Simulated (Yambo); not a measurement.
Yambo run on RbLuO$_{2}$ (space group R-3m, No. 166). The wavefunctions are PBEsol (pw.x of Quantum ESPRESSO, ONCV potentials, no spin-orbit coupling) ones on a 4×4×4 mesh (23 occupied bands); a = b = c = 6.7155 Å, α = β = γ = 29.17°.

Yambo input:

```
rim_cut
gw0
dyson
el_el_corr
HF_and_locXC
ppa
em1d
RandQpts= 1000000
RandGvec= 1 Ry
EXXRLvcs= 100 Ry
VXCRLvcs= 400 Ry
Chimod= "HARTREE"
% BndsRnXp
 2 | 86 |
%
NGsBlkXp= 8 Ry
% LongDrXp
 1.0 | 1.0 | 1.0 |
%
PPAPntXp= 27.2114 eV
% GbndRnge
 1 | 86 |
%
GTermKind= "BG"
DysSolver= "n"
ExtendOut
% QPkrange
 1 | 1 | 23 | 24 |
 7 | 7 | 24 | 24 |
%
```

k points by index: 1 = Γ, 7 = F.

Table of the .qp output:

```
#    K-point    Band    Eo [eV]    E [eV]    E-Eo [eV]    Vxc [eV]    Vnlxc [eV]    Sc|Eo [eV]    Sc|E [eV]    dSc/dw|Eo [eV]    Re(Z)    Im(Z)
#
    1    23    0.000000    0.080125    0.080125    -23.60837    -27.81973    4.311820    4.291486    -6.914212    0.797388    -0.001124
    1    24    3.446577    4.307736    0.861159    -10.69470    -6.057744    -3.630965    -3.775795    -4.575574    0.856052    -0.001664
    7    24    3.219139    4.117130    0.897991    -10.34001    -5.949548    -3.345421    -3.492472    -4.455723    0.859294    -0.709569E-3
```
(The two width columns are left out.) Convergence of these settings isn't established.

Geometry relaxed with PBEsol.
